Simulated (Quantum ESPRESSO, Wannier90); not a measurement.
Wannierisation of In2SbAs (R3m)

```yaml
crystal:
  lattice:
    - [-2.26984, 3.93147, 0.00000]
    - [-4.53967, 0.00000, 0.00000]
    - [-2.26984, 1.31049, 7.40137]
  atoms:
    - { symbol: In, position: [0.99508, 0.99508, 0.01475] }
    - { symbol: In, position: [0.50486, 0.50486, 0.48542] }
    - { symbol: Sb, position: [0.37531, 0.37531, 0.87407] }
    - { symbol: As, position: [0.87473, 0.87473, 0.37580] }
```

Materials Project entry mp-1223844; symmetrised, unrelaxed at this level. Not found in the COD (Crystallography Open Database) copy used; not checked further. Computed values, not measurements, from PBEsol: Quantum ESPRESSO (norm-conserving PseudoDojo potentials, cutoff 68 Ry, no spin polarisation, no spin-orbit coupling) on a Γ-centred 6×6×6 mesh, then Wannier90. Density: 8×8×8 mesh, cold smearing 0.01 Ry. Spin-orbit coupling is left out although heavy elements are present.

The plane-wave run has 46 bands and 56 electrons a cell. On the energy scale of pw.x, whose zero is arbitrary, the Fermi level lies at 6.95 eV.

Isolated groups of bands, relative to the Fermi level (bands from 23 on overlap up to the last one computed):

```json
[
 {"bands": "1–5", "from (eV)": "-35.40", "to (eV)": "-35.39", "filling": "filled", "weight on atomic waves": "As 3d 100 %"},
 {"bands": "6–10", "from (eV)": "-28.38", "to (eV)": "-28.36", "filling": "filled", "weight on atomic waves": "Sb 4d 100 %"},
 {"bands": "11–20", "from (eV)": "-14.64", "to (eV)": "-14.29", "filling": "filled", "weight on atomic waves": "In 4d 99 %"},
 {"bands": "21–22", "from (eV)": "-11.21", "to (eV)": "-8.67", "filling": "filled", "weight on atomic waves": "As 4s 34 %, Sb 5s 31 %, In 5p 20 %"}
]
```

Input w.win, without the blocks of cell, atoms and k-points (216 lines):

```
num_bands = 26
num_wann = 16
exclude_bands = 1-20
num_iter = 1000
conv_tol = 1.0e-6
conv_window = 4
dis_num_iter = 1000
dis_conv_tol = 1.0e-6
dis_froz_max = 8.45
dis_win_max = 13.92
write_hr = true
write_u_matrices = true
begin projections
f=-0.00243,0.00417,0.01547: s;p
f=-0.50792,-0.49064,0.48624: s;p
f=0.38378,0.36732,-0.12178: s;p
f=-0.11829,-0.12948,0.37001: s;p
end projections
mp_grid = 6 6 6
```

wannier90.x stops with:
```
dis_windows: Energy window contains fewer states than number of target WFs
```
At some k-point the outer window holds fewer bands than num_wann, so no subspace of that size can be extracted. Mended as below, all else unchanged, the run goes through (Ω_I = 28.9 Å²) and follows the plane-wave bands to 5.3 meV rms (states up to 1.0 eV relative to the Fermi level).
Remove the line dis_win_max = 13.92.
